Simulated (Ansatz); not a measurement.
In$_{4}$Sb$_{3}$As: zone-centre modes

All numbers below come from DFT PBE, scalar-relativistic, plane waves, PAW (Ansatz). Cutoff 420 eV, 6×6×6 k-points (Γ-centred), Fermi-Dirac smearing of 0.15 eV. No spin polarisation. Phonons by linear response, acoustic sum rule imposed.

Equilibrium structure at this level:
```xyz
8
Lattice="6.5265 0.0000 0.0000 0.0000 6.5265 0.0000 0.0000 0.0000 6.5265" Properties=species:S:1:pos:R:3 pbc="T T T"
In    1.5760    4.9505    1.5760
In    1.5760    1.5760    4.9505
In    4.9505    4.9505    4.9505
In    4.9505    1.5760    1.5760
Sb    0.0000    3.2633    3.2633
Sb    3.2633    3.2633    0.0000
Sb    3.2633    0.0000    3.2633
As    0.0000    0.0000    0.0000
```

The cell was found from a structure generator's guess, not taken from experiment. In a metal, frequencies depend on the k mesh and the smearing, soft modes most. Spin–orbit coupling is left out, which matters for heavy elements.

**Question.** Is this structure stable against zone-centre distortions?

**Answer.** Yes, at Γ: no optical mode is imaginary. Strains and other wave vectors aren't tested by this run.

**Question.** List the optical modes at Γ (i marks imaginary ones).

**Answer.**
```csv
frequency (cm⁻¹),degeneracy
40,3
40,3
141,1
141,3
146,2
162,3
164,3
180,3
```
